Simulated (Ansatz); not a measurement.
LiF (rock salt)

```
LiF
1.0
    0.00000     2.00386     2.00386
    2.00386     0.00000     2.00386
    2.00386     2.00386     0.00000
F Li
1 1
Direct
  0.00000   0.00000   0.00000
  0.50000   0.50000   0.50000
```

Two-dimensional scan of atom 1 (F, nearest neighbour Li at 2.004 Å; its periodic images, 2.8 Å or more away, move with it): u runs along (0.707, 0.707, 0.000), v along (0.000, 0.000, 1.000) (Cartesian). Cell and other atoms are fixed.

The numbers are results of PBEsol (plane waves to 420 eV, PAW, scalar-relativistic; Ansatz, a first-principles code), not measurements. k mesh 11×11×11 (Γ-centred), Fermi-Dirac smearing 0.05 eV. Stress and pressure are positive under compression. LiF was relaxed with its symmetry unable to fall.

Changes of P (GPa) from the point u = 0.000 Å, v = 0.000 Å when one coordinate moves alone (two changes are said to add if the coupling is within 5 % of the smaller one, nearly so within 20 %):

| point | change |
|---|---|
| u = 0.000 Å, v = -0.500 Å | 16.30 |
| u = 0.000 Å, v = -0.333 Å | 5.73 |
| u = 0.000 Å, v = -0.167 Å | 1.22 |
| u = -0.500 Å, v = 0.000 Å | 10.87 |
| u = -0.333 Å, v = 0.000 Å | 4.72 |
| u = -0.167 Å, v = 0.000 Å | 1.16 |
| u = 0.167 Å, v = 0.000 Å | 1.16 |
| u = 0.333 Å, v = 0.000 Å | 4.72 |
| u = 0.500 Å, v = 0.000 Å | 10.87 |
| u = 0.000 Å, v = 0.167 Å | 1.22 |
| u = 0.000 Å, v = 0.333 Å | 5.73 |
| u = 0.000 Å, v = 0.500 Å | 16.30 |

Question: Do the two effects add at u = -0.167 Å, v = 0.333 Å? Give the computed change.

Answer: The sum of the single changes is 1.16 + (5.73) = 6.89; the calculation gives 6.45, so the coupling contributes -0.44 (over 20 % of the smaller single change, not additive).

Question: What is the change at u = 0.333 Å, v = 0.333 Å, where both move, and how far is it from the sum?

Answer: The sum of the single changes is 4.72 + (5.73) = 10.45; the calculation gives 8.76, so the coupling contributes -1.69 (over 20 % of the smaller single change, not additive).

Question: What is the change at u = -0.500 Å, v = 0.500 Å, where both move, and how far is it from the sum?

Answer: The sum of the single changes is 10.87 + (16.30) = 27.17; the calculation gives 18.12, so the coupling contributes -9.05 (over 20 % of the smaller single change, not additive).

(For displaced atoms, the force is minus the slope of the energy, and its curvature is a force constant, which sets phonon frequencies.)
